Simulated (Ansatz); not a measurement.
Equation of state of NbCd3

A database entry relaxed whole under r2SCAN (Pm-3m):

```
Nb Cd
1.0
     4.27388    0.00000    0.00000
     0.00000    4.27388    0.00000
     0.00000    0.00000    4.27388
Nb Cd
1 3
Direct
  0.00000 0.00000 0.00000
  0.00000 0.50000 0.50000
  0.50000 0.00000 0.50000
  0.50000 0.50000 0.00000
```

The cell was scaled uniformly, its shape held, and the atoms relaxed at each volume with plane-wave PAW DFT (Ansatz 0.2.0; r2SCAN, 500 eV, 8×8×8 Γ-centred mesh, fermi-dirac occupations of width 0.100 eV; no spin, no spin-orbit coupling). One row is withheld.

| volume (Å³/atom) | energy over the lowest (meV/atom) | pressure (GPa) |
| --- | --- | --- |
| 18.346 | 25.0 | 7.49 |
| 18.736 | 10.4 | 4.67 |
| 19.126 | ? | ? |
| 19.517 | 0.0 | -0.04 |
| 19.907 | 2.8 | -2.00 |
| 20.297 | 10.0 | -3.75 |
| 20.688 | 21.3 | -5.29 |

Task: Fit the pressures of the other rows to the third-order Birch-Murnaghan form.

Result: With f = [(V₀/V)^(2/3) − 1]/2 and P = 3B₀f(1 + 2f)^(5/2)[1 + 3(B₀′ − 4)f/2], least squares gives V₀ = 19.51 Å³ an atom, B₀ = 104 GPa and B₀′ = 5.0; the rows miss the fit by less than 0.01 GPa. The slope of the energies differs from these pressures by 0.09 GPa, since they are taken to zero smearing while pressures follow the free energy.

Task: What does the withheld row hold?

Result: The fit gives 2.18 GPa at 19.126 Å³; the run gave 2.18 GPa and 2.3 meV an atom.

Caveats: the shape of the cell was held; 0 K, fixed nuclei; the symmetry was kept, and this need not be the phase that is stable at 0 K; one mesh for all volumes; the relaxed cell lies far from the entry, by an error of the functional or of the entry; pressure is positive in compression.
